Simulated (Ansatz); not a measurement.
PbO: levels along high-symmetry lines

```yaml
crystal:
  lattice:
    - [3.97440, 0.00000, 0.00000]
    - [0.00000, 3.97440, 0.00000]
    - [0.00000, 0.00000, 5.02200]
  atoms:
    - { symbol: Pb, position: [0.00000, 0.50000, 0.23510] }
    - { symbol: Pb, position: [0.50000, 0.00000, 0.76490] }
    - { symbol: O, position: [0.00000, 0.00000, 0.00000] }
    - { symbol: O, position: [0.50000, 0.50000, 0.00000] }
```

Atom numbers follow the list: Pb1, Pb2, O3, O4.

The structure is an experimental refinement, used without relaxation.

Spin–orbit coupling is left out, though it moves levels of the heavy atoms by tenths of an eV or more.

Method: DFT, LDA, all-electron LAPW, scalar-relativistic (Ansatz 0.2.0).

Numerical set-up: a Γ-centred 7×7×6 k mesh, Fermi–Dirac smearing of 0.03 eV, basis error target 1 meV/atom, no spin polarisation.

Points in fractions of the reciprocal vectors of this cell: Γ (0, 0, 0), X (0, 0.5, 0), M (0.5, 0.5, 0), Z (0, 0, 0.5), R (0, 0.5, 0.5), A (0.5, 0.5, 0.5). The path runs Γ–X–M–Γ–Z–R–A–Z–X. Energies are in eV from the top of the valence band; (×n) counts levels within 4 meV of each other, which need not be degenerate by symmetry.

Question: List the levels at Z between -20 and 10 eV.

Answer: -18.17, -17.65, -15.86, -15.85 (×2), -15.78, -15.73 (×2), -15.70, -15.67, -15.65, -14.14, -8.68, -4.35, -4.18 (×2), -1.75, -1.72 (×2), -0.93, 1.81, 3.97 (×2), 4.22, 8.64 (×2), 8.77, 8.77.

Question: List the levels at A between -20 and 10 eV.

Answer: -17.82 (×2), -15.76 (×2), -15.72 (×2), -15.71 (×2), -15.67 (×2), -14.71 (×2), -8.29 (×2), -3.94 (×2), -2.24 (×2), -1.06 (×2), 3.46 (×2), 4.67 (×2), 5.68 (×2).

Question: List the levels at R between -20 and 10 eV.

Answer: -17.86 (×2), -15.86 (×2), -15.79 (×2), -15.67 (×2), -15.63 (×2), -14.92 (×2), -7.39 (×2), -3.73 (×2), -3.03 (×2), -0.99 (×2), 3.04 (×2), 6.30 (×2), 7.27 (×2), 9.31 (×2).

Question: What is the band gap?

Answer: 1.20 eV, indirect from the line M (0.5, 0.5, 0)–Γ to M (0.5, 0.5, 0).

Kohn–Sham gaps of semilocal functionals usually fall short of measured ones.
